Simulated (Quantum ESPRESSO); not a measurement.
BN is taken in the hexagonal space group P6₃/mmc (No. 194), Pearson symbol hP4. Cell: a = 2.512 Å, b = 2.512 Å, c = 7.707 Å, α = 90.00°, β = 90.00°, γ = 120.00°. B on 2c sees 3 N at 1.451 Å (trigonal planar). N on 2d is surrounded by 3 B at 1.451 Å (trigonal planar). (Neighbours: up to the widest gap in distance over summed covalent radii, below 1.35, at either atom.)

The geometry is that of Materials Project entry mp-984, symmetrised and not relaxed again.

### Question
What does norm-conserving PBE (Quantum ESPRESSO, 84 Ry, no spin-orbit coupling) give for the electronic structure near the Fermi level?

### Answer
The PBE gap is indirect, 4.51 eV, from H to M; the smallest direct gap is 4.67 eV. Another valence extremum on the path lies within 0.02 eV, too close to call. 

The distance between layers or molecules is the database entry's, not relaxed here. Functionals without dispersion can leave it too large, which widens gaps and weakens the response across layers: the numbers belong to this cell.
